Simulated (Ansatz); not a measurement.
Method: Ansatz 0.2.0, DFT r2SCAN, scalar-relativistic, plane waves, PAW.

Structure of Ir3Rh:

```xyz
4
Lattice="-1.9150 1.9150 3.8352 1.9150 -1.9150 3.8352 1.9150 1.9150 -3.8352" Properties=species:S:1:pos:R:3 pbc="T T T"
Ir    0.0000    1.9150    1.9176
Ir    1.9150    0.0000    1.9176
Ir    0.0000    0.0000    3.8352
Rh    0.0000    0.0000    0.0000
```

Settings: cutoff 500 eV, Γ-centred mesh 16×16×16 on the computed 4-atom cell, Gaussian smearing of 0.10 eV; no spin polarisation.

Levels along Γ–X–P–N–Γ–M–S | S0–Γ | X–R | G–M, in eV from the Fermi level, sorted by energy at each point. Points in fractions of the primitive reciprocal vectors: Γ (0.000 0.000 0.000), X (0.000 0.000 0.500), P (0.250 0.250 0.250), N (0.000 0.500 0.000), M (0.500 0.500 -0.500), S (0.312 0.688 -0.312), S0 (-0.312 0.312 0.312), R (-0.125 0.125 0.500), G (0.500 0.500 -0.125).
| point | k (1/Å, with 2π) | band 31 | band 32 | band 33 | band 34 | band 35 | band 36 | band 37 |
| --- | --- | --- | --- | --- | --- | --- | --- | --- |
| Γ | 0.000 | -1.21 | -1.20 | 0.80 | 1.15 | 1.45 | 1.45 | 1.81 |
| - | 0.166 | -1.29 | -1.20 | 0.28 | 0.60 | 0.95 | 1.35 | 1.56 |
| - | 0.331 | -1.52 | -1.15 | -1.04 | 0.11 | 0.59 | 0.91 | 1.24 |
| - | 0.497 | -2.14 | -1.82 | -0.93 | -0.54 | 0.43 | 0.61 | 0.95 |
| - | 0.663 | -2.83 | -2.12 | -1.18 | -0.35 | 0.35 | 0.49 | 0.84 |
| - | 0.829 | -2.17 | -2.07 | -1.73 | -0.13 | 0.59 | 0.61 | 0.94 |
| - | 0.994 | -1.86 | -1.14 | -0.99 | -0.68 | 0.67 | 1.02 | 1.73 |
| X | 1.160 | -1.41 | -1.14 | -0.33 | -0.18 | 0.70 | 0.79 | 0.95 |
| - | 1.218 | -1.35 | -1.09 | -0.46 | -0.32 | 0.77 | 0.81 | 0.94 |
| - | 1.277 | -1.20 | -0.95 | -0.76 | -0.63 | 0.71 | 0.88 | 1.06 |
| - | 1.335 | -1.11 | -1.09 | -0.91 | -0.77 | 0.61 | 0.79 | 1.34 |
| - | 1.394 | -1.49 | -1.45 | -0.73 | -0.56 | 0.49 | 0.67 | 1.61 |
| - | 1.453 | -1.87 | -1.85 | -0.51 | -0.35 | 0.33 | 0.52 | 1.84 |
| - | 1.511 | -2.26 | -2.26 | -0.28 | -0.14 | 0.14 | 0.36 | 2.02 |
| P | 1.570 | -2.66 | -2.62 | -0.06 | -0.06 | -0.03 | 0.25 | 2.10 |
| - | 1.687 | -2.69 | -2.68 | -0.17 | -0.02 | 0.24 | 0.37 | 1.74 |
| - | 1.804 | -2.88 | -2.84 | -0.10 | 0.14 | 0.50 | 0.53 | 1.19 |
| - | 1.921 | -2.67 | -2.65 | 0.07 | 0.34 | 0.54 | 0.62 | 0.68 |
| - | 2.038 | -2.34 | -2.33 | -0.05 | 0.04 | 0.28 | 0.44 | 0.68 |
| - | 2.155 | -2.03 | -1.98 | -0.65 | -0.58 | 0.29 | 0.43 | 0.63 |
| - | 2.273 | -1.80 | -1.70 | -1.22 | -1.18 | 0.13 | 0.50 | 0.58 |
| N | 2.390 | -1.70 | -1.69 | -1.69 | -1.58 | 0.05 | 0.49 | 0.59 |
| - | 2.521 | -1.73 | -1.47 | -1.36 | -1.21 | -0.01 | 0.05 | 0.61 |
| - | 2.652 | -1.63 | -1.24 | -0.96 | -0.64 | -0.48 | -0.02 | 0.82 |
| - | 2.783 | -1.51 | -1.12 | -0.84 | -0.46 | -0.08 | 0.21 | 1.04 |
| - | 2.914 | -1.48 | -1.18 | -1.02 | 0.01 | 0.36 | 0.69 | 1.23 |
| - | 3.045 | -1.37 | -1.14 | -0.55 | 0.42 | 0.76 | 1.20 | 1.40 |
| - | 3.176 | -1.27 | -1.19 | 0.59 | 0.72 | 1.04 | 1.41 | 1.67 |
| Γ | 3.307 | -1.21 | -1.20 | 0.80 | 1.15 | 1.45 | 1.45 | 1.81 |
| - | 3.424 | -1.26 | -1.18 | 0.77 | 1.15 | 1.34 | 1.34 | 1.81 |
| - | 3.541 | -1.14 | -1.01 | 0.69 | 1.01 | 1.01 | 1.03 | 1.15 |
| - | 3.658 | -0.67 | -0.46 | -0.04 | 0.54 | 0.54 | 0.57 | 1.15 |
| - | 3.775 | -0.90 | -0.17 | -0.01 | -0.01 | 0.06 | 0.44 | 1.14 |
| - | 3.892 | -0.68 | -0.29 | -0.29 | 0.17 | 0.26 | 0.60 | 1.14 |
| - | 4.009 | -0.58 | 0.01 | 0.54 | 0.69 | 0.69 | 0.87 | 1.14 |
| M | 4.126 | -0.49 | -0.08 | 0.63 | 0.97 | 1.14 | 1.47 | 1.47 |
| - | 4.214 | -0.44 | -0.05 | 0.60 | 0.82 | 0.93 | 1.41 | 1.47 |
| - | 4.302 | -0.26 | 0.03 | 0.13 | 0.49 | 0.84 | 1.22 | 1.22 |
| - | 4.390 | -0.62 | 0.05 | 0.20 | 0.27 | 0.74 | 0.81 | 0.91 |
| - | 4.478 | -1.36 | -0.05 | 0.00 | 0.34 | 0.36 | 0.53 | 0.74 |
| - | 4.566 | -1.67 | -0.82 | -0.42 | 0.06 | 0.11 | 0.36 | 1.01 |
| - | 4.654 | -1.64 | -1.57 | -0.83 | -0.36 | -0.33 | 0.24 | 1.42 |
| S | 4.742 | -1.70 | -1.58 | -1.21 | -0.80 | -0.78 | 0.09 | 1.47 |
| S0 | 4.742 | -1.70 | -1.58 | -1.21 | -0.80 | -0.78 | 0.09 | 1.47 |
| - | 4.888 | -1.62 | -1.54 | -1.50 | -1.46 | -1.33 | -0.18 | 1.47 |
| - | 5.034 | -2.16 | -2.15 | -1.58 | -1.04 | -1.03 | -0.45 | 1.47 |
| - | 5.181 | -1.99 | -1.88 | -1.10 | -0.69 | -0.55 | -0.46 | 1.47 |
| - | 5.327 | -1.75 | -1.60 | -0.92 | -0.42 | 0.01 | 0.25 | 1.47 |
| - | 5.473 | -1.52 | -1.07 | -0.87 | 0.21 | 0.56 | 0.97 | 1.48 |
| - | 5.620 | -1.30 | -1.17 | 0.41 | 0.64 | 0.99 | 1.43 | 1.60 |
| Γ | 5.766 | -1.21 | -1.20 | 0.80 | 1.15 | 1.45 | 1.45 | 1.81 |
| X | 5.766 | -1.41 | -1.14 | -0.33 | -0.18 | 0.70 | 0.79 | 0.95 |
| - | 5.808 | -1.40 | -1.13 | -0.38 | -0.24 | 0.73 | 0.79 | 0.95 |
| - | 5.849 | -1.36 | -1.09 | -0.53 | -0.41 | 0.78 | 0.80 | 0.94 |
| - | 5.890 | -1.30 | -1.03 | -0.75 | -0.64 | 0.77 | 0.88 | 0.93 |
| - | 5.932 | -1.22 | -1.02 | -0.96 | -0.91 | 0.76 | 0.91 | 0.94 |
| - | 5.973 | -1.33 | -1.21 | -1.12 | -0.86 | 0.74 | 0.89 | 0.98 |
| - | 6.014 | -1.66 | -1.52 | -1.01 | -0.76 | 0.73 | 0.86 | 0.99 |
| R | 6.056 | -1.62 | -1.56 | -0.89 | -0.64 | 0.71 | 0.82 | 0.98 |
| G | 6.056 | -1.62 | -1.56 | -0.89 | -0.64 | 0.71 | 0.82 | 0.98 |
| - | 6.180 | -1.10 | -1.06 | -0.48 | -0.26 | 0.63 | 0.70 | 0.80 |
| - | 6.304 | -0.59 | -0.59 | -0.10 | 0.11 | 0.48 | 0.49 | 0.54 |
| - | 6.429 | -0.21 | -0.20 | -0.16 | 0.10 | 0.26 | 0.39 | 0.54 |
| - | 6.553 | -0.67 | -0.46 | -0.03 | 0.18 | 0.20 | 0.45 | 0.89 |
| - | 6.678 | -0.32 | -0.21 | -0.17 | 0.06 | 0.45 | 0.72 | 1.20 |
| - | 6.802 | -0.40 | -0.04 | 0.54 | 0.68 | 0.87 | 1.03 | 1.40 |
| M | 6.926 | -0.49 | -0.08 | 0.63 | 0.97 | 1.14 | 1.47 | 1.47 |

Spin-orbit coupling is left out, which matters for the bands of heavy elements.